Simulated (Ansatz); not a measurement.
Te (trigonal Se type, space group No. 152) under volume change, r²SCAN+D4 in the plane-wave PAW code Ansatz, shape and atoms relaxed at each volume.

```
V (Å³/atom)  E − E(relaxed) (meV/atom)  P (GPa)
-----------  -------------------------  -------
31.755                            20.6     2.47
32.802                             8.2     1.39
33.849                               …        …
34.896                             0.0     0.00
35.943                             1.5    -0.44
36.989                             5.5    -0.75
38.036                               …        …
```

Question: Some entries are withheld; supply them.

Answer: 
- 38.036, E − E(relaxed) (meV/atom): 11.2
- 38.036, P (GPa): -0.98
- 33.849, E − E(relaxed) (meV/atom): 1.8
- 33.849, P (GPa): 0.59

Question: What does a third-order Birch–Murnaghan fit give for V₀, B₀ and B′?

Answer: V₀ = 34.89 Å³/atom, B₀ = 17.2 GPa, B′ = 9.4.

Space group P3_121 (trigonal Se type). The cell was relaxed with r²SCAN+D4 under the symmetry of its start; phonons on a q-mesh show no instability. Spin–orbit coupling is left out wherever it is not named.

Potentials: the later of the program's two PAW sets.
